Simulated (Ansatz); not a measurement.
**Harmonic thermodynamics of LiY3**

Level of theory: Ansatz 0.2.0, DFT PBE, scalar-relativistic, plane waves, PAW. Cutoff 420 eV, 12×12×6 k-points (Γ-centred), Fermi-Dirac smearing of 0.15 eV. No spin polarisation. Phonons by linear response, acoustic sum rule imposed.

Equilibrium structure at this level:
```
CELL_PARAMETERS angstrom
3.65014 0.00000 0.00000
0.00000 3.65014 0.00000
0.00000 0.00000 8.81697
ATOMIC_POSITIONS crystal
Li 0.00000 0.00000 0.00000
Y 0.50000 0.50000 0.78050
Y 0.00000 0.00000 0.50000
Y 0.50000 0.50000 0.21950
```

The structure comes from a generated guess, relaxed at this level; another structure or a mixture of phases may lie lower. In a metal, frequencies and elastic constants depend on the k mesh and the smearing, soft modes and shear constants most. Some empty bands missed the eigensolver's threshold. The q mesh is coarse, so values between its points are rough.

Force constants from linear response on a 2×2×1 q mesh, interpolated to a fine mesh.

Task: Give the zero-point energy per atom.

Result: 26.5 meV.

Task: How large are the vibrational entropy and heat capacity at 300 K?

Result: S = 4.73 k_B and C_V = 2.85 k_B per atom, 95 % of the Dulong–Petit value.

Task: Tabulate them against temperature.

Result:
```
T (K)  F_vib (meV/atom)  S (k_B/atom)  C_V (k_B/atom)
  100              19.8          1.90            2.13
  200              -4.4          3.60            2.69
  300             -40.6          4.73            2.85
  400             -85.0          5.56            2.91
  500            -135.8          6.21            2.94
  600            -191.7          6.75            2.96
  700            -251.9          7.20            2.97
  800            -315.7          7.60            2.98
  900            -382.8          7.95            2.98
 1000            -452.7          8.27            2.99
```
